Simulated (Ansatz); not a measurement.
## LiZn

Method: PBEsol, scalar-relativistic; no spin polarisation; PAW, 420 eV, 8×8×8 k-mesh, Gaussian smearing of 0.05 eV; code Ansatz. The datasets are Ansatz's generated set soft_2.

```xyz
4
Lattice="0.0000 3.0251 3.0251 3.0251 0.0000 3.0251 3.0251 3.0251 0.0000" Properties=species:S:1:pos:R:3 pbc="T T T"
Li    3.0251    3.0251    3.0251
Li    4.5376    4.5376    4.5376
Zn    0.0000    0.0000    0.0000
Zn    1.5125    1.5125    1.5125
```

The chain of runs began from a cell as deposited in COD, expanded in volume.

The cell has space group Fd-3m (read at 0.01 Å). In it the stress is 0.00, 0.00, 0.00, 0.00, 0.00, 0.00 GPa and the largest force component 0.000 eV/Å. Each change below starts from this cell, without further relaxation. Stress is in GPa, positive in compression, in the order xx, yy, zz, yz, xz, xy; energies are counted from the cell above and are free energies with the smearing's entropy, which match forces and stress in a metal.

**Question.** What happens when atom 2 (Li) is moved by 0.05 Å along z?

**Answer.** The energy changes by 4.0 meV per cell, and the force on it along the shift is -0.160 eV/Å (−F/u = 3.21 eV/Å²). Stress: 0.02, 0.02, 0.01, 0.00, 0.00, 0.06.
```
atom  Fx (eV/Å)     Fy      Fz
 Li1      0.000  0.000   0.062
 Li2      0.000  0.000  -0.160
 Zn3      0.000  0.000   0.080
 Zn4      0.000  0.000   0.019
```
In a harmonic crystal the energy would rise by −½F·u = ½ × 3.21 × 0.05² eV = 4.0 meV, which matches.

**Question.** What stress follows from an engineering strain of -1 % in xz, atoms carried along?

**Answer.** -0.01, 0.04, -0.01, 0.00, 0.72, 0.00 GPa; the energy changes by 1.2 meV per cell.
The change of the stress over the strain gives a clamped-atom stiffness of about 72 GPa for this component.
In a harmonic crystal the energy would rise by V(½Cε² − σ₀ε), with σ₀ the stress of the unstrained cell, = 1.2 meV, which matches. The relaxed cell is 9 % smaller in volume than the cell of this structure in the Crystallography Open Database (15.14 Å³/atom, 1979).
